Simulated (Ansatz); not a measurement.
K₂RbLaV₂O₈ in space group P-3m1 (No. 164; Pearson symbol hP14) at seven volumes, r²SCAN (plane waves, PAW; program Ansatz), shape and atoms relaxed at each. One row is withheld.

```csv
V (Å³/atom),P (GPa)
16.237,5.02
16.772,3.03
17.307,1.38
17.842,-0.01
18.378,?
18.913,-2.13
19.448,-2.93
```

### Question
Fit the shown pressures and predict the withheld one.

### Answer
Third-order Birch–Murnaghan: P = (3/2)B₀(x^(7/2) − x^(5/2))[1 + (3/4)(B′ − 4)(x − 1)] with x = (V₀/V)^(2/3). Least squares on the six rows gives V₀ = 17.839 Å³/atom, B₀ = 42.13 GPa, B′ = 5.01. At V = 18.378, x = 0.9804 and P = -1.16 GPa. The run itself gave -1.17 GPa.

The first step of the workflow began from a Materials Project structure, measured or hypothetical; the Crystallography Open Database copy checked does not list it. Its standing as an ambient phase is unchecked. The r²SCAN relaxation kept the symmetry of its start; its stability against distortions is not shown here. The run is not spin-polarised. No Hubbard U is applied. Scalar-relativistic: spin–orbit coupling is off unless named, which matters more the heavier the elements.

Potentials: the later of the program's two PAW sets.
